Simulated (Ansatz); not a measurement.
OsC:
```xyz
2
Lattice="2.6900 0.0000 0.0000 0.0000 2.6900 0.0000 0.0000 0.0000 2.6900" Properties=species:S:1:pos:R:3 pbc="T T T"
Os     0.0000     0.0000     0.0000
C      1.3450     1.3450     1.3450
```

Relaxed with PBE. Special points in fractions of this cell's reciprocal vectors: Γ (0.000, 0.000, 0.000); X (0.000, 0.500, 0.000); M (0.500, 0.500, 0.000); R (0.500, 0.500, 0.500).

List the band energies nearest the Fermi level at these points for PBE with spin–orbit coupling in the plane-wave PAW code Ansatz.

In eV from the Fermi level; about four levels below and three above (degenerate sets whole), none deeper than 8.9 eV; points with the same levels are listed once.

```csv
k,below,above
Γ,-0.38 -0.38 -0.38 -0.38,0.03 0.03 0.03 0.03
X,-4.80 -4.80 -4.49 -4.49,0.68 0.68 2.12 2.12
M,-2.26 -2.26 -1.92 -1.92,0.84 0.84 1.46 1.46
R,-8.51 -8.51,2.63 2.63 2.63 2.63
```

Space group Pm-3m (CsCl type). A made-up cell: these elements were put on the sites of a structure type; neither database checked (COD, Materials Project) lists it. Whether it is the stable phase at ambient conditions was not checked. Symmetry was held in the PBE relaxation; whether a distortion lowers the energy is not shown. The run is not spin-polarised.

Potentials: the later of the program's two PAW sets.
